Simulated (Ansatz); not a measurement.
Ga2O3 (beta-Ga2O3 type, space group C2/m)

```
CELL_PARAMETERS angstrom
      6.22762    -1.54173     0.00000
      6.22762     1.54173     0.00000
     -1.39233     0.00000     5.71032
ATOMIC_POSITIONS crystal
  Ga 0.08991 0.08991 0.79470
  Ga 0.91009 0.91009 0.20530
  Ga 0.65850 0.65850 0.31416
  Ga 0.34150 0.34150 0.68584
  O  0.16349 0.16349 0.10919
  O  0.83651 0.83651 0.89081
  O  0.17371 0.17371 0.56436
  O  0.82629 0.82629 0.43564
  O  0.49603 0.49603 0.25671
  O  0.50397 0.50397 0.74329
```

E(V) scan at fixed shape, V₀ the volume above. The atoms relax within the cell's symmetry.

These are PBE (plane waves to 420 eV, PAW, scalar-relativistic; Ansatz, a first-principles code) values and carry that method's errors. k mesh 11×11×6 (Γ-centred), Fermi-Dirac smearing 0.05 eV. E stands for the smeared free energy. Ga2O3 was relaxed with its symmetry unable to fall. The zero of ΔE is the relaxed starting cell.

Task: Give the computed ΔE (eV/atom) at V/V₀ = 0.925, 0.975, 1.025, 1.050, 1.075, 1.100.

Result: 
```csv
V/V₀,ΔE (eV/atom)
0.925,0.0344
0.975,0.0035
1.025,0.0032
1.050,0.0124
1.075,0.0268
1.100,0.0458
```

(A scan under strain: stresses follow from slopes of the energy per volume, elastic moduli from its curvatures.)
